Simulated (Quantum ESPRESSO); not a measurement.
**Kohn-Sham bands of K2Te (anti-fluorite)**

```yaml
crystal:
  lattice:
    - [0.00000, 4.09119, 4.09119]
    - [4.09119, 0.00000, 4.09119]
    - [4.09119, 4.09119, 0.00000]
  atoms:
    - { symbol: K, position: [0.75000, 0.75000, 0.75000] }
    - { symbol: K, position: [0.25000, 0.25000, 0.25000] }
    - { symbol: Te, position: [0.00000, 0.00000, 0.00000] }
```

Materials Project entry mp-1747; symmetrised, unrelaxed at this level. COD (Crystallography Open Database) has an entry of this formula and space group (matched by these alone). Method: LDA plane waves in Quantum ESPRESSO 7.5 (PseudoDojo norm-conserving files, 66 Ry, no spin polarisation, no spin-orbit coupling), Bloch states on a 8×8×8 mesh through Γ, Wannier90 4.0.1. Density: 8×8×8 mesh, cold smearing 0.01 Ry. Spin-orbit coupling is left out although heavy elements are present.

Question: List the Kohn-Sham levels between −8 and 4.9 eV relative to the valence-band maximum at the high-symmetry points, as a band run of pw.x on that density gives them (levels within 2 meV counted together).

Answer: 
```tsv
point	k (reciprocal lattice)	levels (eV)
Γ	0.000 0.000 0.000	-0.05 (×3), 1.94, 4.85 (×2)
X	0.500 0.000 0.500	-0.81, -0.03 (×2), 2.98, 4.12
U	0.625 0.250 0.625	-0.62, -0.29, -0.01, 3.27, 4.41
K	0.375 0.375 0.750	-0.62, -0.29, -0.01, 3.27, 4.41
L	0.500 0.500 0.500	-0.75, 0.00 (×2), 3.75, 4.47, 4.85 (×2)
W	0.500 0.250 0.750	-0.45 (×2), -0.05, 3.29, 4.87 (×2)
```
